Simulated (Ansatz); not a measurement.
# FePt, one cell by several methods

```
CELL_PARAMETERS angstrom
2.72165 0.00000 0.00000
0.00000 2.72165 0.00000
0.00000 0.00000 3.70000
ATOMIC_POSITIONS crystal
Fe 0.50000 0.50000 0.50000
Pt 0.00000 0.00000 0.00000
```

Atoms are numbered in the order listed.

Conventional cell: a = 2.722 Å, b = 2.722 Å, c = 3.700 Å, α = 90.00°, β = 90.00°, γ = 90.00°. Fe (atom 1) has 8 Pt at 2.67 Å and 4 Fe at 2.72 Å as nearest neighbours. Around Pt (atom 2) lie 8 Fe at 2.67 Å and 4 Pt at 2.72 Å.

The geometry is COD entry 1540807, unchecked; take it as a test cell.

Spin polarisation is left out, and whether a magnetic state lies lower isn't shown here.

Spin–orbit coupling is left out, though it moves levels of the heavy atoms by tenths of an eV or more.

Methods: DFT, PBE, PAW with Ansatz's default frozen-core files, scalar-relativistic (Ansatz 0.2.0); DFT, PBE, all-electron LAPW, scalar-relativistic (Ansatz 0.2.0).

For PAW: a Γ-centred 12×12×9 k mesh, Fermi–Dirac smearing of 0.05 eV, cutoff 420 eV, no spin polarisation. LAPW targets a basis error of 1 meV/atom. The Ansatz runs share mesh, smearing and spin set-up. Plane-wave (PAW) pressures include the program's estimate of the Pulay term.

Stress and pressure are positive in compression.

```json
{"quantity": "pressure (GPa)", "PAW": "-11.71", "LAPW": "-11.74"}
{"quantity": "stress xx (GPa)", "PAW": "-13.09", "LAPW": "-13.12"}
{"quantity": "stress zz (GPa)", "PAW": "-8.94", "LAPW": "-8.97"}
```
